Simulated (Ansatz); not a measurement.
## Data sheet: NbRu (DFT)

NbRu:
```yaml
crystal:
  lattice:
    - [3.02516, 0.00000, 0.00000]
    - [0.00000, 3.02516, 0.00000]
    - [0.00000, 0.00000, 3.38148]
  atoms:
    - { symbol: Nb, position: [0.00000, 0.00000, 0.00000] }
    - { symbol: Ru, position: [0.50000, 0.50000, 0.50000] }
```

Space group P4/mmm (No. 123), L1₀ or tetragonal B2; conventional cell a = b = 3.025 Å, c = 3.381 Å, α = β = γ = 90.00°.

Method: DFT-PBEsol in the program Ansatz with PAW potentials. Structure relaxed to zero pressure with the same functional. Other levels are named where they apply.

### Cell and energy

```json
{
  "volume_per_atom": "15.47 Å³",
  "density": "10.41 g/cm³",
  "Formation energy from the elements (no fitted shifts)": "-0.17 eV/atom"
}
```

### Electronic structure

```json
{
  "electronic_character": "metallic (no gap)",
  "Density of states at the Fermi level": "1.2 states/eV per atom (mean over ±0.08 eV)",
  "Gap with spin–orbit coupling": "none (metallic)"
}
```

### Mechanics

```json
{
  "Bulk modulus (Birch–Murnaghan fit)": "255 GPa",
  "Pressure derivative B′": "4.3",
  "Elastic constants (relaxed ions, GPa)": "C11 = 341, C12 = 209, C13 = 214, C33 = 337, C44 = 55.7, C66 = 59.7",
  "mechanical_stability": "stable (all eigenvalues of C positive)",
  "hill_bulk_and_shear_moduli": "255 and 59.5 GPa",
  "Young's modulus": "166 GPa",
  "Poisson's ratio": "0.39",
  "debye_temperature_from_the_elastic_constants": "323 K"
}
```

### Phonons

```json
{
  "highest_zone_centre_frequency": "4.75 THz",
  "zone_centre_stability": "no imaginary mode at Γ"
}
```

The first step of the workflow began from a Materials Project structure, measured or hypothetical; the Crystallography Open Database files this formula in space group No. 123, but the cells were not matched. Whether it is the stable phase at ambient conditions was not checked. Symmetry was held in the PBEsol relaxation. The run is not spin-polarised. As this level gives no gap, shear constants depend on the k-mesh and smearing (Fermi–Dirac, 0.1 eV here). As this level gives no gap, phonon frequencies hold no LO–TO term and depend on the k-mesh and smearing (Fermi–Dirac, 0.1 eV here). Axis ratios of metals converge slowly with the k-mesh, so a and c are less sure than the volume. The references are the lowest solids computed at this level, not always the standard phases. Spin–orbit coupling is left out wherever it is not named.

Potentials: the later of the program's two PAW sets.
